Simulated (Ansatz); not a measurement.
All numbers below come from DFT PBE, scalar-relativistic, plane waves, PAW (Ansatz). Settings: cutoff 420 eV, Γ-centred meshes spaced at most about 0.3 Å⁻¹, and about 0.25 Å⁻¹ or finer for metals (2π included), Gaussian smearing. No spin polarisation in the final relaxations.

All energies are static (0 K, no zero-point motion).

Two relaxed structures of Al3B2As:

1.

```xyz
6
Lattice="6.1369 0.0000 0.0000 -3.0684 5.3147 0.0000 0.0000 0.0000 2.6469" Properties=species:S:1:pos:R:3 pbc="T T T"
Al    3.0684    0.0000    1.3235
Al   -1.5342    2.6573    1.3235
Al    1.5342    2.6573    1.3235
B     0.0000    3.5431    0.0000
B     3.0684    1.7716    0.0000
As    0.0000    0.0000    0.0000
```

2.

```xyz
6
Lattice="4.9038 0.0000 0.0000 -2.4519 4.2469 0.0000 0.0000 0.0000 7.5899" Properties=species:S:1:pos:R:3 pbc="T T T"
Al    0.0000    2.8312    3.7950
Al    2.4519    1.4156    3.7950
Al    0.0000    0.0000    0.0000
B     0.0000    0.0000    5.6442
B     0.0000    0.0000    1.9457
As    0.0000    0.0000    3.7950
```

Question: Which form is favoured at zero pressure, and by what margin per atom?

Answer: Cell 1 is lower, by 0.99 eV/atom. Cell 1 has space group P6/mmm (No. 191), 14.4 Å³/atom and no gap on its mesh; cell 2 has space group P6/mmm (No. 191), 26.3 Å³/atom and no gap. Counting As or B atoms around Al (for each partner element, those within 1.25 times its shortest distance or 1.15 times the sum of covalent radii, where it is the nearest in units of that sum or under 1.3; a slash parts the counts of unlike sites), cell 1 has Al 4 and cell 2 has Al 2/3. The denser one is the lower, and pressure would at first widen the difference. Even the lower one lies +0.42 eV/atom against the reference forms of the elements (uncorrected), so neither is stable at this level. Both come from invented guesses. A third cell relaxed alike, in C2, lies 0.34 eV/atom below the lower of the two.

Cells relaxed within their symmetry can be saddle points.
